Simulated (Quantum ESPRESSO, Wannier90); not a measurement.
## Wannierisation of InN (wurtzite)

```
begin unit_cell_cart
ang
    3.5506199484    0.0000000000    0.0000000000
   -1.7753099742    3.0749270745    0.0000000000
    0.0000000000    0.0000000000    5.7325600000
end unit_cell_cart
begin atoms_frac
In  -0.3333333333  0.3333333333 -0.4995200000
In   0.3333333333 -0.3333333333  0.0004800000
N   -0.3333333333  0.3333333333 -0.1204800000
N    0.3333333333 -0.3333333333  0.3795200000
end atoms_frac
```

Cell from Materials Project (mp-22205), symmetrised, no further relaxation. COD (Crystallography Open Database) has the formula in 2 space groups, this one among them (matched by group alone). Method: PBEsol plane waves in Quantum ESPRESSO 7.5 (PseudoDojo norm-conserving files, 68 Ry, spinors with spin-orbit coupling), Bloch states on a 6×6×4 mesh through Γ, Wannier90 4.0.1. Density: 12×12×6 mesh, Gaussian smearing 0.01 Ry. With spin-orbit coupling a semilocal functional can close or falsely invert a small gap; the band order was not checked against a better method.

A tight-binding model is made by disentanglement and projection with no localisation steps (num_iter = 0), so the 28 orbitals stay atom-like: hydrogen-like In: s;p; N: p, axes along x, y, z; frozen window up to 1.50 eV relative to the Fermi level. It follows pw.x to 1.9 meV rms for states up to 1.0 eV relative to the Fermi level. Matrix elements depend on this choice of orbitals and windows.

The 20 largest hoppings ⟨m,0|H|n,R⟩ between different sites (one of each Hermitian pair; signs follow the real orbitals' lobes; the list may end inside a set of equal values):

```tsv
m	n	R	distance of the centres (Å)	t (eV)	Im t (eV)
N3 pz↑	In1 pz↑	0 0 0	2.39	2.783	0.000
N3 pz↓	In1 pz↓	0 0 0	2.39	2.783	0.000
N4 pz↑	In2 pz↑	0 0 0	2.39	2.783	0.000
N4 pz↓	In2 pz↓	0 0 0	2.39	2.783	0.000
In2 py↑	N3 py↑	1 0 0	2.39	2.394	0.000
In2 py↓	N3 py↓	1 0 0	2.39	2.394	0.000
N4 py↑	In1 py↑	1 0 1	2.39	2.394	0.000
N4 py↓	In1 py↓	1 0 1	2.39	2.394	0.000
N3 pz↑	In1 s↑	0 0 0	2.19	2.211	0.000
N3 pz↓	In1 s↓	0 0 0	2.19	2.211	0.000
N4 pz↑	In2 s↑	0 0 0	2.19	2.211	0.000
N4 pz↓	In2 s↓	0 0 0	2.19	2.211	0.000
In2 s↑	N3 py↑	1 0 0	2.17	2.115	0.000
In2 s↓	N3 py↓	1 0 0	2.17	2.115	0.000
N4 py↑	In1 s↑	1 0 1	2.17	-2.115	0.000
N4 py↓	In1 s↓	1 0 1	2.17	-2.115	0.000
In1 s↑	N4 px↑	0 1 -1	2.17	1.832	0.001
In1 s↓	N4 px↓	0 1 -1	2.17	1.832	-0.001
N3 px↑	In2 s↑	0 1 0	2.17	-1.832	0.001
N3 px↓	In2 s↓	0 1 0	2.17	-1.832	-0.001
```
